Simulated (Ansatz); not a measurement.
The start is a relaxed Be cell, doubled along one cell vector, shaken by Gaussian noise of σ = 0.08 Å a coordinate. The cell and all atomic positions are relaxed at zero pressure with r2SCAN (plane waves to 500 eV, PAW, scalar-relativistic; Ansatz, a program for electronic structure). The first steps use a coarse 9×17×17 k-mesh.

Starting cell:
```
CELL_PARAMETERS angstrom
      0.00000     3.15878     3.15878
      1.57939     0.00000     1.57939
      1.57939     1.57939     0.00000
ATOMIC_POSITIONS crystal
  Be 0.24857 0.52964 0.47605
  Be 0.75083 0.49650 0.57698
```

- Energy released = 0.03 eV/atom
- Shortest distances (start → end) = The closest pairs of elements (up to four, under 3.6 Å), start → end: Be–Be 2.13 → 2.23 Å
- Band gap at the end = no gap (metallic)
- Optimiser moves = 7

It ends as:

```cif
data_Be4
_chemical_formula_sum 'Be4'
_space_group_name_H-M_alt 'Fm-3m'
_space_group_IT_number 225
_space_group_name_Hall '-F 4 2 3'
_cell_length_a 3.15879
_cell_length_b 3.15879
_cell_length_c 3.15879
_cell_angle_alpha 90.000
_cell_angle_beta 90.000
_cell_angle_gamma 90.000
loop_
_atom_site_label
_atom_site_type_symbol
_atom_site_symmetry_multiplicity
_atom_site_Wyckoff_symbol
_atom_site_fract_x
_atom_site_fract_y
_atom_site_fract_z
_atom_site_occupancy
Be1 Be 4 a 0.00000 0.00000 0.00000 1
```
(The calculation used a cell of 1 atom; values per cell refer to that cell.)

Final values are on a 25×25×25 k-mesh of the relaxed cell. No spin polarisation in the result.

The run could not lose the symmetry of its start, so the end can be a saddle point.

The relaxed structure here is a generated cell of Be: the first start was made by placing the elements on the sites of a structure type, and the end was not matched to a known phase here, so it may be hypothetical. Known forms of Be include space group No. 194.
